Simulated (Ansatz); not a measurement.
A (110) slab of Ta (Im-3m (No. 229)), 5 planes, outer planes Ta (top) and Ta (bottom), with 5 atoms (Ta5) in a surface cell of A = 7.722 Å², as cut from the bulk:

```
Ta
1.0
     2.86184    0.00000    0.00000
    -0.95395    2.69817    0.00000
     0.00000    0.00000   24.34674
Ta
5
Direct
  0.50000 0.50000 0.30805
  0.00000 0.00000 0.40402
  0.50000 0.50000 0.50000
  0.00000 0.00000 0.59598
  0.50000 0.50000 0.69195
```

These are results of Ansatz 0.2.0, DFT r2SCAN, scalar-relativistic, plane waves, PAW, not measurements. Plane waves to 500 eV, a k mesh through Γ of 13×13×1 on the computed 5-atom cell and Gaussian smearing (0.10 eV); no spin polarisation. The cell repeats along c with a dipole correction in the vacuum.

Against the same 5 atoms in the bulk, the slab as cut lies 2.551 eV higher and the relaxed slab 2.489 eV higher.

Question: Work out the surface energy before and after relaxation.

Answer: The slab has two faces, so γ = (E_slab − N·E_bulk)/(2A), the mean of both. As cut: 2.551/(2 × 7.722) = 0.1652 eV/Å², and 1 eV/Å² = 16.02 J/m², so γ = 2.65 J/m². Relaxed: 2.489/(2 × 7.722) = 0.1612 eV/Å² = 2.58 J/m². Relaxation recovers 2 % of the cost of cutting.

Question: What is the ideal work of this cut, per area?

Answer: Griffith's ideal work is 2γ: 5.29 J/m² if the new faces stay rigid, 5.16 J/m² if they relax. One thickness was run, 5 planes, so γ can still shift with it.